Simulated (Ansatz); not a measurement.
WC in space group P-6m2 (No. 187; W on 1a, C on 1f) under volume change, the program Ansatz at the r²SCAN level (PAW), shape and atoms relaxed at each volume.

| V (Å³/atom) | E − E(relaxed) (meV/atom) | P (GPa) |
|---|---|---|
| 9.477 | 123.7 | 45.92 |
| 9.790 | 52.0 | 28.14 |
| 10.102 | 12.3 | 12.97 |
| 10.415 | 0.0 | -0.01 |
| 10.727 | 11.1 | -11.12 |
| 11.040 | 42.3 | -20.64 |
| 11.352 | 90.7 | -28.77 |

Problem. What does a third-order Birch–Murnaghan fit give for V₀, B₀ and B′?

Solution. V₀ = 10.41 Å³/atom, B₀ = 400 GPa, B′ = 4.2.

Symmetry was held in the r²SCAN relaxation; of distortions, only those at the zone centre were tested. The run is not spin-polarised. Spin–orbit coupling is left out wherever it is not named.

Potentials: the later of the program's two PAW sets.
